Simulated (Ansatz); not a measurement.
# CO2: ¹⁷O NMR of the central transition

Cell: a structure deposited in the COD (listed for 1.0 GPa), ions relaxed with PBE at fixed cell.

Space group Pa-3 (No. 205); a = 5.4942 Å.

| site | Wyckoff | site symmetry | x | y | z |
| --- | --- | --- | --- | --- | --- |
| C | 4a | .-3. | 0.0000 | 0.0000 | 0.0000 |
| O | 8c | .3. | 0.1227 | 0.1227 | 0.1227 |

One atom of each set is listed.

Computed with Ansatz: DFT, PBE, plane waves and PAW, scalar-relativistic, 420 eV cutoff, Γ-centred 5×5×5 k-points, Fermi–Dirac smearing 0.02 eV.

¹⁷O has I = 5/2 and Q = -25.58 mb (Pyykkö 2018); at 11.7 T its Larmor frequency is ν₀ = 67.6 MHz. Only the quadrupole interaction is simulated: positions count from each site's isotropic chemical shift, and J coupling is left out, as are shift anisotropy and dipolar coupling, which fast spinning averages.

Problem. Give C_Q, η, the quadrupolar product P_Q = |C_Q|(1 + η²/3)^½, the second-order isotropic shift and the breadth of the pattern (fast magic-angle spinning) for each O site.

Solution. 

```
site    first shell  C_Q (MHz)     η  P_Q (MHz)  δ_QIS (ppm)  breadth (kHz)
   O  1 C at 1.17 Å      -4.44  0.00       4.44        -25.9           3.75
```

δ_QIS = −(ν_Q²/30ν₀²)[I(I+1) − 3/4](1 + η²/3) × 10⁶ ppm with ν_Q = 3|C_Q|/[2I(2I−1)]; it falls as 1/B₀² in ppm, and the breadth as 1/B₀ in kHz.

An axis of threefold or higher order runs through O, so V_zz lies along it and η is zero.
